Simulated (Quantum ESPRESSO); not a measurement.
Mg2ZnCaO4, a curve over one atom's position

A calculation, not a measurement. The program is pw.x of Quantum ESPRESSO 7.5 (plane-wave density functional theory). The cell is made up: 8 atoms on a rocksalt lattice, with randomly drawn elements, strain and displacements, not relaxed. PseudoDojo standard norm-conserving files (v0.5 for PBE, v0.4.1 for LDA and PBEsol) set the functional; there is no spin polarisation, spin-orbit coupling or dispersion term, and the masses in the input are unused placeholders.

Seven runs move atom 8 (O, counted in the order of the input) along z and keep all else fixed.

Input of the run at -0.0119:

```
&control calculation='scf', pseudo_dir='./dojo.nc.sr.pbe.v0_5.standard.upf', outdir='./o', disk_io='medium', tprnfor=.true., tstress=.true. /
&system ibrav=0, nat=8, ntyp=4, nbnd=43, ecutwfc=84.00895049, nosym=.true., tot_charge=0,
 occupations='smearing', smearing='fd', degauss=0.0018374661
/
&electrons conv_thr=7.350e-09, electron_maxstep=60, /
ATOMIC_SPECIES
Ca 1.0 Ca.upf
Mg 1.0 Mg.upf
O 1.0 O.upf
Zn 1.0 Zn.upf
CELL_PARAMETERS angstrom
4.3019 0.026 0.0293
0.026 4.2963 0.022
0.0293 0.022 4.43
ATOMIC_POSITIONS angstrom
Mg 0.056 0.082 -0.0056
Zn 0.0459 2.2047 2.1855
Ca 2.2746 0.0675 2.2844
Mg 2.2163 2.2113 0.0027
O 2.114 0.0478 0.0333
O 2.1562 2.2567 2.2864
O 4.3092 -0.0483 2.2348
O 4.3201 2.2851 0.0329
K_POINTS automatic
4 4 4 1 1 1
```

```
shift of atom 8 along z (Å)  free energy less that of the input shown (eV)  Fx on atom 8 (eV/Å)  Fy on atom 8 (eV/Å)  Fz on atom 8 (eV/Å)  pressure (GPa)  iterations
                    -0.1475                                         0.0701               -0.068               -0.800                0.944           13.51          12
                    -0.0835                                         0.0229               -0.056               -0.797                0.534           13.31          12
                    -0.0119                                         0.0000               -0.048               -0.792                0.105           13.28          11
                    +0.0396                                         0.0029               -0.046               -0.789               -0.219           13.39          11
                    +0.0941                                         0.0249               -0.046               -0.785               -0.600           13.62          12
                    +0.1645                                         0.0871               -0.052               -0.779               -1.192           14.13          12
```

Question: one run is left out of the table, at +0.0758. Estimate its Fz on atom 8 (eV/Å).

Answer: -0.465. The whole row:

```
shift of atom 8 along z (Å)  free energy less that of the input shown (eV)  Fx on atom 8 (eV/Å)  Fy on atom 8 (eV/Å)  Fz on atom 8 (eV/Å)  pressure (GPa)  iterations
                    +0.0758                                         0.0151               -0.046               -0.787               -0.465           13.53          12
```

A cubic fit gives dFz/dz = -6.14 eV/Å² at zero shift. Across the table the free energy follows the integral of the force to within 0.4 meV. A rerun of one of the cells at 1437 eV and a 6 x 6 x 6 mesh moved values by no more than 0.002 eV in energy, 0.05 GPa in stress and 0.005 eV/Å in force.